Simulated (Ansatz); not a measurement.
Cu under pressure

The calculation used Ansatz 0.2.0, DFT LDA, scalar-relativistic, plane waves, PAW. Plane waves to 420 eV; Γ-centred k mesh 18×18×10; Fermi-Dirac smearing of 0.15 eV. No spin polarisation. Phonons by linear response, acoustic sum rule imposed.

Relaxed structure:
```xyz
2
Lattice="2.4851 0.0000 0.0000 -1.2425 2.1521 0.0000 0.0000 0.0000 4.0769" Properties=species:S:1:pos:R:3 pbc="T T T"
Cu    0.0000    1.4347    1.0192
Cu    1.2425    0.7174    3.0577
```

In a metal, frequencies and elastic constants depend on the k mesh and the smearing, soft modes and shear constants most.

Optical modes at Γ (cm⁻¹) at zero pressure: 114, 271.

Problem. Under hydrostatic pressure the same modes lie at 120, 287 cm⁻¹. What is the pressure, and how much has the cell shrunk?

Solution. 5 GPa; the volume is 2.5 % smaller.

This form isn't the element's structure at ambient conditions.

Cost: 2 runs of about 0.97 core-minutes in all, on AMD EPYC 9R45 (Zen 5) (shared hosts).